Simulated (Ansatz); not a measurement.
HfNi2:
```yaml
crystal:
  lattice:
    - [0.00000, 3.43228, 3.43228]
    - [3.43228, 0.00000, 3.43228]
    - [3.43228, 3.43228, 0.00000]
  atoms:
    - { symbol: Ni, position: [0.12500, 0.12500, 0.12500] }
    - { symbol: Ni, position: [0.62500, 0.12500, 0.12500] }
    - { symbol: Ni, position: [0.12500, 0.12500, 0.62500] }
    - { symbol: Ni, position: [0.12500, 0.62500, 0.12500] }
    - { symbol: Hf, position: [0.50000, 0.50000, 0.50000] }
    - { symbol: Hf, position: [0.75000, 0.75000, 0.75000] }
```

Relaxed with r²SCAN. Special points in fractions of this cell's reciprocal vectors: Γ (0.000, 0.000, 0.000); X (0.500, 0.000, 0.500); U (0.625, 0.250, 0.625); K (0.375, 0.375, 0.750); L (0.500, 0.500, 0.500); W (0.500, 0.250, 0.750).

Problem. List the band energies nearest the Fermi level at these points for plane-wave PAW r²SCAN with spin–orbit coupling (Ansatz code).

Solution. In eV from the Fermi level; about four levels below and three above (degenerate sets whole), none deeper than 8.9 eV; points with the same levels are listed once.

```csv
k,below,above
Γ,-0.19 -0.19 -0.19 -0.19,0.47 0.47 1.08 1.08
X,-0.77 -0.77 -0.77 -0.77,0.98 0.98 0.98 0.98
U,-0.71 -0.71 -0.43 -0.43,0.61 0.61 0.90 0.90
L,-0.21 -0.21 -0.02 -0.02,0.08 0.08 0.24 0.24
W,-0.61 -0.61 -0.60 -0.60,0.91 0.91 0.94 0.94 0.94 0.94
```

Space group Fd-3m (cubic Laves (MgCu2 type)). The workflow started from an entry of the Crystallography Open Database (COD). Its standing as an ambient phase is unchecked. The cell was relaxed with r²SCAN under the symmetry of its start; its stability against distortions is not shown here. The workflow began spin-polarised and lost its moments.

Potentials: the later of the program's two PAW sets.
